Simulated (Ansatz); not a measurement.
SiO$_{2}$:
```
CELL_PARAMETERS angstrom
      1.33713    -2.31422     0.00000
      1.33713     2.31422     0.00000
      0.00000     0.00000     9.73118
ATOMIC_POSITIONS crystal
  Si 0.50000 0.50000 0.50000
  Si 0.00000 0.00000 0.00000
  O  0.66665 0.33335 0.90728
  O  0.16665 0.83335 0.59272
  O  0.33335 0.66665 0.09272
  O  0.83335 0.16665 0.40728
```

Relaxed with r²SCAN. Independent-particle spectrum: no excitons, no local fields, no scissors shift; 0.1 eV broadening; ε₁ of the summed bands alone.

Problem. Tabulate the dielectric function from r²SCAN in the plane-wave PAW code Ansatz.

Solution. 

```
E (eV)  ε₁ xx  ε₂ xx  ε₁ yy  ε₂ yy  ε₁ zz  ε₂ zz
------  -----  -----  -----  -----  -----  -----
0.0      2.77   0.00   2.77   0.00   2.37   0.00
0.3      2.77   0.00   2.77   0.00   2.37   0.00
0.6      2.77   0.00   2.78   0.00   2.37   0.00
0.9      2.78   0.00   2.78   0.00   2.37   0.00
1.2      2.78   0.00   2.79   0.00   2.38   0.00
1.5      2.79   0.00   2.79   0.00   2.38   0.00
1.8      2.80   0.00   2.80   0.00   2.39   0.00
2.1      2.81   0.00   2.81   0.00   2.39   0.00
2.4      2.83   0.00   2.83   0.00   2.40   0.00
2.7      2.84   0.00   2.84   0.00   2.41   0.00
3.0      2.86   0.00   2.86   0.00   2.42   0.00
3.3      2.88   0.00   2.88   0.00   2.44   0.00
3.6      2.90   0.00   2.90   0.00   2.45   0.00
3.9      2.92   0.00   2.93   0.00   2.47   0.00
4.2      2.95   0.00   2.95   0.00   2.49   0.00
4.5      2.98   0.00   2.98   0.00   2.51   0.00
4.8      3.02   0.00   3.02   0.00   2.53   0.00
5.1      3.06   0.00   3.06   0.00   2.56   0.00
5.4      3.10   0.00   3.10   0.00   2.59   0.00
5.7      3.15   0.00   3.15   0.00   2.62   0.00
6.0      3.20   0.00   3.20   0.00   2.66   0.00
6.3      3.26   0.00   3.27   0.00   2.71   0.00
6.6      3.33   0.00   3.33   0.00   2.76   0.00
6.9      3.41   0.00   3.42   0.00   2.83   0.00
7.2      3.50   0.00   3.51   0.00   2.91   0.00
7.5      3.62   0.00   3.62   0.00   3.04   0.00
7.8      3.76   0.00   3.76   0.00   3.29   0.20
8.1      3.95   0.00   3.95   0.00   3.20   0.40
8.4      4.29   0.03   4.29   0.02   3.15   0.47
8.7      4.50   0.46   4.53   0.46   3.13   0.53
9.0      4.55   0.70   4.57   0.71   3.12   0.57
9.3      4.62   0.95   4.64   0.96   3.12   0.61
9.6      4.48   1.25   4.48   1.24   3.12   0.68
9.9      4.52   1.23   4.52   1.22   3.12   0.70
10.2     4.66   1.50   4.72   1.50   3.03   0.78
10.5     4.57   1.70   4.61   1.72   3.02   0.61
10.8     4.51   1.84   4.54   1.87   3.19   0.55
11.1     4.55   2.09   4.61   2.13   3.38   0.59
11.4     4.38   1.79   4.37   1.84   3.55   0.66
11.7     5.29   1.70   5.27   1.73   3.77   0.80
12.0     5.40   2.83   5.39   2.83   3.97   1.06
```

With all bands, ε∞ without local fields is 2.92 (xx), 2.92 (yy), 2.54 (zz).

Space group Cmce. The cell is a constructed one: a structure type filled with these elements; the Crystallography Open Database copy checked does not list it. It is not the phase usual at ambient conditions (space group No. 92, 152, 154). The cell was relaxed with r²SCAN under the symmetry of its start. At this level the phase is mechanically unstable. The volume moved by 35 % from the start of the relaxation.

Potentials: the later of the program's two PAW sets.
